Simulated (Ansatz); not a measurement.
**A trial form of GeAs₅**

These are results of DFT PBE, scalar-relativistic, plane waves, PAW (Ansatz), not measurements. Cutoff 420 eV, Gaussian smearing, Γ-centred meshes. Cell and atoms relax first on a coarse mesh and then on a finer one. In between, the cell is made exact in the group found at 0.06 Å. In metals the finer mesh still leaves noise of several meV/atom or more. The steps can't lower the symmetry of their start. No spin polarisation.

The guess for GeAs₅ was made by a generator: random cell by space group and Wyckoff sites (P6/mmm, No. 191). Its size is a rough estimate.

Space group P6/mmm (No. 191). a = 5.962 Å, b = 5.962 Å, c = 5.236 Å, α = 90.00°, β = 90.00°, γ = 120.00°
```json
{"atom": "Ge", "site": "1a", "symmetry": "6/mmm", "x": "0.0000", "y": "0.0000", "z": "0.0000"}
{"atom": "As", "site": "3f", "symmetry": "mmm", "x": "0.5000", "y": "0.0000", "z": "0.0000"}
{"atom": "As", "site": "2c", "symmetry": "-6m2", "x": "0.3333", "y": "0.6667", "z": "0.0000"}
```

The zero of energy is the elements' standard structures at the same level; no fitted shifts are applied.

Q: Where does the relaxation end?

A: The symmetry stays P6/mmm (No. 191). The volume per atom grows by 13.5 %, from 26.9 to 30.5 Å³. The shortest distance goes from 1.72 Å (As–As) to 2.54 Å (As–As and Ge–Ge). The ratio c/a of the conventional cell changes by a factor of 0.32. The energy falls by about 6.6 eV/atom (the start's value is from the coarse mesh). Conventional cell: a = 9.117 Å, c = 2.542 Å. Ge is surrounded by 2 Ge at 2.54 Å; As on a site of symmetry mmm has 4 As at 2.54–2.63 Å; As on a site of symmetry -6m2 has 5 As at 2.54–2.63 Å.

```
CELL_PARAMETERS angstrom
9.11707 0.00000 0.00000
-4.55853 7.89561 0.00000
0.00000 0.00000 2.54211
ATOMIC_POSITIONS crystal
Ge 0.00000 0.00000 0.00000
As 0.50000 0.00000 0.00000
As 0.00000 0.50000 0.00000
As 0.50000 0.50000 0.00000
As 0.33333 0.66667 0.00000
As 0.66667 0.33333 0.00000
```

Q: How does it come out in energy, and is it a metal?

A:

- Energy over the elements: +0.57 eV/atom
- Gap on the 6×6×14 mesh of the 6-atom cell: 0 eV (a metal)

The separate elements lie lower, so it is unstable against them.

The last run used Gaussian smearing of 0.10 eV. An odd number of electrons in the primitive cell allows no gap without spin; a larger cell or a magnetic state could open one. The cell is a metal run without spin; a magnetic state may lie lower. The reference form of As is held partly by dispersion forces, which this level lacks. A structure relaxed within its symmetry needn't be a true minimum. In all, the 4 runs took 4.3 min on 1 thread of Intel(R) Xeon(R) 6975P-C (Granite Rapids), with other jobs on the host. Another cell of GeAs5 relaxed alike, in P6/mmm, lies 170 meV/atom lower, so this cell isn't the stable form at this level.
